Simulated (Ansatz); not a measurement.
# Quadrupolar parameters in CaMn4Co2O12

The cell is a Materials Project structure (computed, not necessarily an observed phase), its atoms then relaxed with PBE in this cell.

Space group C2 (No. 5); a = 8.8726, b = 5.0471, c = 10.6181 Å, β = 99.17°.

```csv
site,Wyckoff,site symmetry,x,y,z
Ca,2b,2,0.5000,0.4076,0.5000
Mn2,4c,1,0.4577,0.7485,0.2367
Mn3,4c,1,0.3742,0.2464,0.7629
Co,4c,1,0.2917,0.2461,0.2421
O8,4c,1,0.7252,0.9137,0.8465
O9,4c,1,0.8126,0.0797,0.3350
O11,4c,1,0.4411,0.4116,0.1535
O13,4c,1,0.8617,0.0759,0.6644
O14,4c,1,0.3910,0.9116,0.8463
O15,4c,1,0.4772,0.0846,0.3349
```

One atom of each set is listed; the run and its k-mesh use a cell of 19 atoms with edges of 5.10, 5.10, 10.62 Å.

Computed with Ansatz: DFT, PBE, plane waves and PAW, scalar-relativistic, collinear spin, 420 eV cutoff, Γ-centred 5×5×2 k-points, Fermi–Dirac smearing 0.02 eV. Start moments as typed (μB): 3 on each Mn, 4 on each Co, none on the rest. The program fits them to the shells of the files, so those used differ somewhat.

Conventions: |V_zz| ≥ |V_yy| ≥ |V_xx|, η = (V_xx − V_yy)/V_zz, C_Q = eQV_zz/h.

⁴³Ca: I = 7/2, Q = -40.80 mb; ⁵⁵Mn: I = 5/2, Q = 330.0 mb; ⁵⁹Co: I = 7/2, Q = 420.0 mb; ¹⁷O: I = 5/2, Q = -25.58 mb. Nuclear quadrupole moments: year-2017 set (Pyykkö).

Problem. Which values are expected at the nuclei?

Solution. 

| site | atoms | first shell | V_zz (10²¹ V/m²) | η | C_Q (MHz) |
| --- | --- | --- | --- | --- | --- |
| Ca | 1 | 6 O at 2.38–2.44 Å | -3.69 | 0.12 | 3.64 |
| Mn2 | 2 | 6 O at 1.91–1.98 Å | 1.59 | 0.51 | 12.7 |
| Mn3 | 2 | 6 O at 1.90–2.00 Å | 2.29 | 0.43 | 18.2 |
| Co | 2 | 6 O at 1.92–2.00 Å | -4.62 | 0.54 | -46.9 |
| O8 | 2 | 2 Mn at 1.90–1.91 Å, 1 Co at 1.92 Å | -4.26 | 0.21 | 2.64 |
| O9 | 2 | 1 Co at 1.95 Å, 2 Mn at 1.98–2.00 Å, 1 Ca at 2.38 Å | -2.57 | 0.58 | 1.59 |
| O11 | 2 | 2 Mn at 1.91–1.92 Å, 1 Co at 1.93 Å | -4.65 | 0.31 | 2.88 |
| O13 | 2 | 2 Mn at 1.96–1.97 Å, 1 Co at 2.00 Å, 1 Ca at 2.44 Å | -2.52 | 0.45 | 1.56 |
| O14 | 2 | 2 Mn at 1.90–1.91 Å, 1 Co at 1.93 Å | -4.29 | 0.32 | 2.65 |
| O15 | 2 | 1 Co at 1.96 Å, 2 Mn at 1.98 Å, 1 Ca at 2.38 Å | -2.56 | 0.79 | 1.58 |

At O8, O11 and O14 V_zz stands upright on the plane through its three neighbours (within 2°) in each case.

At this cell the PBE pressure is -6 GPa (principal stresses up to 11 GPa in size), so it isn't the equilibrium cell of PBE. The entry's cell may itself be off. Runs of this kind can end above the lowest electronic state. With these PAW files V_zz is typically within 2 to 3 % of all-electron values, but misses above 10 % occur on Co. All moments are parallel here, as the start or the cell imposes; many such compounds order antiparallel, where fields and spin densities carried over to other atoms largely cancel. The magnetic order is the one that the run reached from its start moments, not necessarily the measured one; the program found signs of a lower order.
